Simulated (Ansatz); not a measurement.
The start is a generated trial cell of GaN in the zincblende structure type. Cell shape, volume and atoms are optimised at zero target pressure with r2SCAN (plane waves to 500 eV, PAW, scalar-relativistic; Ansatz, an electronic-structure program). The first steps use a coarse 9×9×9 k-mesh.

Initial structure:
```
GaN
1.0
    0.00000     2.26182     2.26182
    2.26182     0.00000     2.26182
    2.26182     2.26182     0.00000
N Ga
1 1
Direct
  0.75000   0.75000   0.75000
  0.00000   0.00000   0.00000
```

Q: What pressure does the first self-consistent step give?

A: -3.2 GPa (negative: the cell is under tension).

Q: How do the shortest distances between atoms change?

A: The closest pairs of elements (up to four, under 3.6 Å), start → end: Ga–N 1.96 → 1.95 Å; N–N 3.20 → 3.18 Å; Ga–Ga 3.20 → 3.18 Å.

Q: Is the relaxed structure metallic? Give its gap.

A: 2.17 eV, direct at Γ (no spin-orbit coupling).

Q: Give the final cell and atomic positions.

A: 
Space group F-43m (No. 216); a = 4.498 Å, b = 4.498 Å, c = 4.498 Å, α = 90.00°, β = 90.00°, γ = 90.00°

```
atom  site  symmetry       x       y       z
----  ----  --------  ------  ------  ------
N       4c      -43m  0.2500  0.2500  0.2500
Ga      4a      -43m  0.0000  0.0000  0.0000
```
(The calculation used a cell of 2 atoms; values per cell refer to that cell.)

The space group stays F-43m (No. 216) (the run could not lower it); the end is zinc blende type, with 2 atoms in the primitive cell. Final values are on a 13×13×13 k-mesh of the relaxed cell. No spin polarisation in the result.

The run could not lose the symmetry of its start; a randomly shaken copy of 2 atoms returns to this structure.

All atoms sit on sites fixed by symmetry, so only the cell could relax.
